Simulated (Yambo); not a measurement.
Yambo run on CuI (space group P-3m1, No. 164). The wavefunctions come from this Quantum ESPRESSO step (PBEsol, PseudoDojo standard norm-conserving files, fully relativistic):

```
&CONTROL
  calculation = 'nscf'
  pseudo_dir = './pseudo'
  outdir = './out'
/
&SYSTEM
  ibrav = 0
  nat = 4
  ntyp = 2
  ecutwfc = 92.0
  ecutrho = 368.0
  occupations = 'fixed'
  force_symmorphic = .true.
  nbnd = 253
  noncolin = .true.
  lspinorb = .true.
/
&ELECTRONS
  conv_thr = 4e-09
  diago_full_acc = .true.
  diago_thr_init = 1e-08
/
ATOMIC_SPECIES
Cu 63.5460 Cu.upf
I 126.9045 I.upf
CELL_PARAMETERS angstrom
  4.067504527389   0.000000000000   0.000000000000
 -2.033752263695   3.522562250727   0.000000000000
  0.000000000000   0.000000000000   7.095493063000
ATOMIC_POSITIONS crystal
Cu   0.666666667000   0.333333333000   0.594446814200
Cu   0.333333333667   0.666666666333   0.405553185800
I   0.333333333667   0.666666666333   0.770338817600
I   0.666666667000   0.333333333000   0.229661182400
K_POINTS automatic
3 3 2 0 0 0
```

Yambo input:

```
rim_cut
gw0
dyson
el_el_corr
HF_and_locXC
ppa
em1d
RandQpts= 1000000
RandGvec= 1 Ry
EXXRLvcs= 92 Ry
VXCRLvcs= 368 Ry
Chimod= "HARTREE"
% BndsRnXp
 17 | 252 |
%
NGsBlkXp= 6 Ry
% LongDrXp
 1.0 | 1.0 | 1.0 |
%
PPAPntXp= 27.2114 eV
% GbndRnge
 1 | 252 |
%
GTermKind= "BG"
DysSolver= "n"
ExtendOut
% QPkrange
 1 | 1 | 50 | 54 |
 2 | 2 | 52 | 53 |
 5 | 5 | 52 | 53 |
 6 | 6 | 52 | 53 |
%
```

k points by index: 1 = Γ, 2 = A, 5 = K, 6 = H.

The o-*.qp file then holds:

```
#    K-point    Band    Eo [eV]    E [eV]    E-Eo [eV]    Vxc [eV]    Vnlxc [eV]    Sc|Eo [eV]    Sc|E [eV]    dSc/dw|Eo [eV]    Re(Z)    Im(Z)
#
    1    50    -0.325678    -0.897497    -0.571818    -19.67085    -23.83529    3.424807    3.592620    -7.983874    0.773152    -0.001544
    1    51    0.000000    -0.599161    -0.599161    -19.40594    -23.54811    3.369685    3.543017    -7.870246    0.775656    -0.001524
    1    52    0.000000    -0.599161    -0.599161    -19.40594    -23.54811    3.369685    3.543017    -7.870246    0.775656    -0.001524
    1    53    1.233236    1.695943    0.462707    -10.67833    -6.496096    -3.613227    -3.719531    -6.250074    0.813214    -0.001333
    1    54    1.233236    1.695943    0.462707    -10.67833    -6.496096    -3.613227    -3.719531    -6.250074    0.813214    -0.001333
    2    52    -0.182958    -0.803128    -0.620170    -19.77050    -24.14700    3.573701    3.756328    -8.011329    0.772549    -0.001550
    2    53    2.741919    3.311671    0.569752    -11.97356    -7.319920    -3.948022    -4.083893    -6.487777    0.807477    -0.001349
    5    52    -0.796678    -1.449211    -0.652534    -27.43121    -34.07536    5.760658    5.991618    -9.628256    0.738640    -0.001761
    5    53    2.366791    2.579296    0.212505    -11.05984    -7.733780    -3.064289    -3.113557    -6.305803    0.811861    -0.001354
    6    52    -1.065856    -1.735208    -0.669353    -27.88506    -34.89722    6.098894    6.342815    -9.912954    0.732975    -0.001808
    6    53    2.696036    3.197513    0.501477    -13.12485    -9.066623    -3.433415    -3.556750    -6.690959    0.802638    -0.001399
```
(The two width columns are left out.) Convergence of these settings isn't established.

Geometry relaxed with PBE+D3(BJ).

This is not the ordinary phase of the substance; no match was found in the copy of COD used, and its stability was not checked.
